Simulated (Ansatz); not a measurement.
With r²SCAN in the plane-wave PAW code Ansatz, CdGaNO in the trigonal phase (P3m1; Ga on 1b, Cd on 1c, O on 1b, N on 1c) relaxes to a = 3.287 Å, c = 5.701 Å. Ga has 4 nearest neighbours from 1.88 Å (tetrahedral); Cd has 4 nearest neighbours from 2.19 Å (tetrahedral). Against the elements it lies at -0.87 eV/atom, with no fitted shifts.

It is gapped at this level: 0.87 eV (direct). The valence maximum lies at Γ and the conduction minimum at Γ. The screened hybrid HSE06 puts the gap at 1.67 eV. Gap from r²SCAN with spin–orbit coupling: 0.86 eV. Electrons at the band edge weigh 0.13, 0.14, 0.14 mₑ (principal values).

The bulk modulus is 143 GPa. Bader charges are Ga +1.70, Cd +1.11, O -1.26, N -1.55 e.

The start of the workflow was typed in or built on a structure type; neither database checked (COD, Materials Project) lists it. Whether it is the stable phase at ambient conditions was not checked. The cell was relaxed with r²SCAN under the symmetry of its start; whether a distortion lowers the energy is not shown. The references are the lowest solids computed at this level, not always the standard phases (solids in place of the gases). Spin–orbit coupling is left out wherever it is not named.

Potentials: the earlier of the program's two PAW sets.
